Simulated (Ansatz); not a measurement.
Question: Each is relaxed and computed with r²SCAN in the plane-wave PAW code Ansatz. Which is the only one with a gap?
A. InP, P6_422 (In on 3c, P on 3d)
B. BaNi2P2, I4/mmm (Ba on 2a, Ni on 4d, P on 4e)
C. LiFeP, P4/nmm (Li on 2c, Fe on 2a, P on 2c)
D. GaP, P4_2/mmc (Ga on 2c, P on 2e)

Answer: A, InP, P6_422 (In on 3c, P on 3d). InP: gap 0.42 eV; GaP: metal; LiFeP: metal; BaNi2P2: metal. Constructed cells (a structure type filled with these elements, in neither database checked): GaP, P4_2/mmc (Ga on 2c, P on 2e). Typed or built starts, not in the databases checked: InP, P6_422 (In on 3c, P on 3d). Not the usual ambient phase: InP, P6_422 (In on 3c, P on 3d); GaP, P4_2/mmc (Ga on 2c, P on 2e). Standing as an ambient phase not checked: LiFeP, P4/nmm (Li on 2c, Fe on 2a, P on 2c); BaNi2P2, I4/mmm (Ba on 2a, Ni on 4d, P on 4e). All cells were relaxed under the symmetry of their starts (and spin orders); stability against distortions was not tested throughout. Rows with no word on spin ran without spin polarisation. Spin–orbit coupling is left out wherever it is not named.

Potentials: the later of the program's two PAW sets.
